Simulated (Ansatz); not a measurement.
**Structures of TiCuH3: which is lowest?**

Plane-wave DFT in Ansatz with scalar-relativistic PAW potentials, cutoff 420 eV, Γ-centred meshes chosen by cell and gap, Gaussian smearing with energies taken to zero width. Every cell was relaxed (cell and atoms) in a run of its own, within the symmetry of its start. Functional: PBE.

Relaxed structures (starts from databases or built by putting these elements on another compound's sites):
A. Pm-3m, 5 atoms in the computed cell, a = 3.337 Å; sites (symmetry × multiplicity) Ti m-3m × 1, Cu m-3m × 1, H 4/mm.m × 3; start: built
B. P4mm, 5 atoms in the computed cell, a = 2.903 Å, c = 4.443 Å; sites (symmetry × multiplicity) Ti 4mm × 1, Cu 4mm × 1, H 2mm. × 2 + 4mm × 1; start: built
C. R-3c, 10 atoms in the computed cell, a = 4.884 Å, c = 10.857 Å; sites (symmetry × multiplicity) Ti 32 × 6, Cu -3. × 6, H .2 × 18; start: built

Question: Rank them by energy. Could pressure change the order?

Answer:
```csv
structure,group,E − E(lowest) (meV/atom),V (Å³/atom),gap on mesh (eV)
B,P4mm,0.0,7.49,0.00
C,R-3c,119,7.48,0.00
A,Pm-3m,187,7.43,0.00
```

B is lowest, 119 meV/atom under C. The two lowest differ in volume by under 3 %, too little for a first-order estimate of what pressure does to that pair (other pairs aren't weighed here); with rigid cells even 3 % in favour of the higher one would need about 85 GPa. Other structures may lie lower than all of these, and vibrations aren't counted.